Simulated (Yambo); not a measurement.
Yambo input for LiNbF6 (space group R-3, No. 148) (a = 5.430 Å, b = 5.430 Å, c = 5.430 Å, α = 56.19°, β = 56.19°, γ = 56.19°), on norm-conserving LDA (Quantum ESPRESSO, 84 Ry, scalar-relativistic) wavefunctions on a 4×4×4 mesh:

```
optics
chi
dipoles
kernel
FFTGvecs= 40 Ry
Chimod= "HARTREE"
NGsBlkXd= 3 Ry
% QpntsRXd
 1 | 1 |
%
% BndsRnXd
 2 | 89 |
%
GrFnTpXd= "R"
% EnRngeXd
 0.0 | 20.0 | eV
%
% DmRngeXd
 0.2 | 0.2 | eV
%
CGrdSpXd= 50
ETStpsXd= 161
% LongDrXd
 1.0 | 0.0 | 0.0 |
%
% XfnQP_E
 4.219 | 1.0 | 1.0 |
%
```

First lines of the file o-*.eps_q1_inv_rpa_dyson:

```
Absorption @ Q(1):   1.00000000     0.00000000     0.00000000    [q->0 direction]
#
# [ X ] Hartree size     :   65
# [GEN] GF Energies     : Slater exchange(X)+Perdew & Wang(C)+ user defined corrections @E
# [GEN] Green`s Function     : Retarded
#
# [GEN] Gauge     : Length
# [GEN] [r,Vnl] included     : yes
#
#    E[1] [eV]     Im(eps)     Re(eps)     Im(eps_o)     Re(eps_o)
#
     0.000000     -0.345911E-8     2.028666     -0.36038E-18     2.300889
     0.125000     0.199567E-3     2.028728     0.341696E-3     2.300995
     0.250000     0.399348E-3     2.028915     0.683875E-3     2.301316
     0.375000     0.599550E-3     2.029227     0.001027     2.301850
     0.500000     0.800384E-3     2.029664     0.001372     2.302598
     0.625000     0.001002     2.030227     0.001718     2.303562
     0.750000     0.001205     2.030916     0.002067     2.304744
     0.875000     0.001409     2.031732     0.002419     2.306144
     1.000000     0.001614     2.032676     0.002775     2.307765
     1.125000     0.001822     2.033748     0.003134     2.309608
     1.250000     0.002031     2.034951     0.003498     2.311678
     1.375000     0.002242     2.036285     0.003867     2.313977
     1.500000     0.002456     2.037752     0.004242     2.316507
     1.625000     0.002673     2.039353     0.004624     2.319274
     1.750000     0.002893     2.041090     0.005012     2.322281
     1.875000     0.003115     2.042966     0.005408     2.325532
     2.000000     0.003342     2.044982     0.005812     2.329033
     2.125000     0.003572     2.047140     0.006226     2.332790
     2.250000     0.003807     2.049443     0.006650     2.336807
     2.375000     0.004046     2.051895     0.007084     2.341092
     2.500000     0.004290     2.054496     0.007530     2.345652
     2.625000     0.004539     2.057252     0.007989     2.350495
     2.750000     0.004793     2.060165     0.008462     2.355627
     2.875000     0.005054     2.063238     0.008950     2.361059
     3.000000     0.005321     2.066477     0.009453     2.366800
     3.125000     0.005595     2.069884     0.009974     2.372861
     3.250000     0.005877     2.073465     0.010514     2.379252
     3.375000     0.006166     2.077223     0.011073     2.385986
     3.500000     0.006464     2.081165     0.011655     2.393075
     3.625000     0.006771     2.085296     0.012260     2.400534
     3.750000     0.007088     2.089621     0.012891     2.408378
     3.875000     0.007416     2.094147     0.013549     2.416624
     4.000000     0.007754     2.098881     0.014237     2.425289
```
(The file goes on to the top of the energy range.) Convergence of the RPA response with its 4×4×4 mesh was not tested. The scissor comes from a G0W0 run whose convergence isn't established.

Spin-orbit coupling is not included.

Geometry of the Materials Project entry, not relaxed at this level.

The structure is a Materials Project entry; no match was found in the copy of COD used, and its stability was not checked.
